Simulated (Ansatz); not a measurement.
BaS (rock salt, space group No. 225), plane-wave PAW PBEsol (Ansatz code). The conduction-band minimum lies at X, with 3 equivalent valleys. Second derivatives d²E/dk² of the lowest band at one valley (eV·Å²), along Cartesian directions:

```
direction  d²E/dk²
---------  -------
[100]        5.981
[010]        23.92
[001]        23.92
[110]        14.95
[101]        14.95
[011]        23.91
```

**Question.** Find the principal effective masses, the density-of-states mass and the conductivity mass.

**Answer.** Off-diagonal terms follow from H_xy = H[110] − (H_xx + H_yy)/2, and m*/mₑ = 7.620 eV·Å² over each eigenvalue: 0.32, 0.32, 1.3. One valley's DOS mass (m₁m₂m₃)^(1/3) = 0.51, conductivity mass 3/(Σ 1/mᵢ) = 0.42 mₑ.

**Question.** What effective density of states Nc follows at 300 K for parabolic valleys?

**Answer.** Nc = 2.509e19 × 3 × (0.51)^(3/2) ≈ 2.7e19 cm⁻³.

Space group Fm-3m (rock salt). The PBEsol relaxation kept the symmetry of its start. Spin–orbit coupling is left out wherever it is not named.

Potentials: the later of the program's two PAW sets.

Edges and masses are those of Kohn–Sham bands, whose gap is no quasiparticle gap.
